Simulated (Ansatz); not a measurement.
## Data sheet: GaNi3 (DFT)

GaNi3:
```
CELL_PARAMETERS angstrom
      3.53905     0.00000     0.00000
      0.00000     3.53905     0.00000
      0.00000     0.00000     3.53905
ATOMIC_POSITIONS crystal
  Ga 0.00000 0.00000 0.00000
  Ni 0.50000 0.00000 0.50000
  Ni 0.00000 0.50000 0.50000
  Ni 0.50000 0.50000 0.00000
```
The run is spin-polarised; directions of the spins, atom by atom: 0 ↑ ↑ ↑.

Space group Pm-3m (No. 221), Cu3Au type; conventional cell a = b = c = 3.5391 Å, α = β = γ = 90.00°.

Method: plane-wave PAW r²SCAN (Ansatz code). Structure relaxed to zero pressure with the same functional. Other levels are named where they apply.

**Cell and energy**

```yaml
volume_per_atom: 11.08 Å³
density: 9.21 g/cm³
Formation energy from the elements (no fitted shifts): -0.28 eV/atom
```

**Electronic structure**

```yaml
electronic_character: metallic (no gap)
Density of states at the Fermi level: 0.50 states/eV per atom (mean over ±0.08 eV)
```

**Magnetism**

```yaml
magnetic_order: ferromagnetic
net_moment: 0.24 μB per atom
```

**Mechanics**

```yaml
Bulk modulus (Birch–Murnaghan fit): 203 GPa
Pressure derivative B′: 4.8
```

**Charges**

```yaml
bader_charges: Ga +0.46, Ni -0.15 e
```

The workflow started from a Materials Project entry (that database holds measured and hypothetical structures alike); the Crystallography Open Database copy checked does not list it. Its standing as an ambient phase is unchecked. The cell was relaxed with r²SCAN under the symmetry of its start; its stability against distortions is not shown here. Magnetic state: ferromagnetic, the only order run, not a proven ground state. Other orbital occupations within this spin state were not tried. For itinerant 3d metals, meta-GGAs of the SCAN family and hybrids are commonly reported to give too large moments. Point labels and valley counts follow the cell and symmetry of the run, lower than the named group. The references are the lowest solids computed at this level, not always the standard phases. Spin–orbit coupling is left out wherever it is not named.

Potentials: the later of the program's two PAW sets.
